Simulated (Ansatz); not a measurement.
Input:

Bi2KTe3:
```
Bi2KTe3
1.0
    4.70047     0.00000     0.00000
   -2.35023     4.07072     0.00000
    0.00000     0.00000    11.06836
Te Bi K
3 2 1
Direct
  0.33333   0.66667   0.70106
  0.00000   0.00000   0.00000
  0.66667   0.33333   0.29894
  0.66667   0.33333   0.84279
  0.33333   0.66667   0.15721
  0.00000   0.00000   0.50000
```

This is the PBE+D3(BJ)-relaxed structure.

**Question.** All from plane-wave PAW PBE+D3(BJ) (Ansatz code), unless another level is named. Predict the highest zone-centre frequency.

**Answer.** 127 cm^-1.

**Question.** Predict the bulk modulus (Birch–Murnaghan fit).

**Answer.** 29.9 GPa.

Space group P-3m1. The cell is a constructed one: a structure type filled with these elements; neither database checked (COD, Materials Project) lists it. Its standing as an ambient phase is unchecked. The PBE+D3(BJ) relaxation kept the symmetry of its start; of distortions, only those at the zone centre were tested. As this level gives no gap, phonon frequencies hold no LO–TO term and depend on the k-mesh and smearing (Fermi–Dirac, 0.1 eV here). Spin–orbit coupling is left out wherever it is not named.

Potentials: the later of the program's two PAW sets.
